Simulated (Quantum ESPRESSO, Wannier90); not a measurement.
## Tight-binding from DFT: ZrO$_{2}$ (fluorite)

```
begin unit_cell_cart
ang
    0.0000000000    2.5450750000    2.5450750000
    2.5450750000    0.0000000000    2.5450750000
    2.5450750000    2.5450750000    0.0000000000
end unit_cell_cart
begin atoms_frac
Zr   0.0000000000  0.0000000000  0.0000000000
O    0.2500000000  0.2500000000  0.2500000000
O   -0.2500000000 -0.2500000000 -0.2500000000
end atoms_frac
```

Cell from Materials Project (mp-1565), symmetrised, no further relaxation. COD (Crystallography Open Database) records the formula in this space group. Ideal cubic forms of this type are often high-temperature phases that distort on cooling; symmetry holds the cell here, and its stability was not tested. Method: PBEsol plane waves in Quantum ESPRESSO 7.5 (PseudoDojo norm-conserving files, 68 Ry, spinors with spin-orbit coupling), Bloch states on a 8×8×8 mesh through Γ, Wannier90 4.0.1. Density: 10×10×10 mesh, cold smearing 0.01 Ry.

Bands 13-24 form an isolated set from -6.00 to 0.00 eV relative to the valence-band maximum (on the path) and are turned into 12 Wannier functions by minimising the spread from the start: atomic waves O 2p.

Centres (Cartesian, Å; one of the equivalent choices) and spreads:

| n | x | y | z | spread (Å²) | nearest atom |
|---|---|---|---|---|---|
| 1 | 1.273 | 1.273 | 1.273 | 1.262 | O2 |
| 2 | 1.273 | 1.273 | 1.273 | 1.262 | O2 |
| 3 | 1.273 | 1.273 | 1.273 | 1.262 | O2 |
| 4 | 1.273 | 1.273 | 1.273 | 1.262 | O2 |
| 5 | 1.273 | 1.273 | 1.273 | 1.257 | O2 |
| 6 | 1.273 | 1.273 | 1.273 | 1.257 | O2 |
| 7 | -1.273 | -1.273 | -1.273 | 1.262 | O3 |
| 8 | -1.273 | -1.273 | -1.273 | 1.262 | O3 |
| 9 | -1.273 | -1.273 | -1.273 | 1.262 | O3 |
| 10 | -1.273 | -1.273 | -1.273 | 1.262 | O3 |
| 11 | -1.273 | -1.273 | -1.273 | 1.257 | O3 |
| 12 | -1.273 | -1.273 | -1.273 | 1.257 | O3 |

Ω_I = 14.84 Å², Ω_total = 15.12 Å²; the interpolated bands follow pw.x to 0.5 meV rms on the path. Only this start was tried; a symmetric start can stop on a saddle, and mixtures of these functions could lower the total by at most Ω_total − Ω_I.
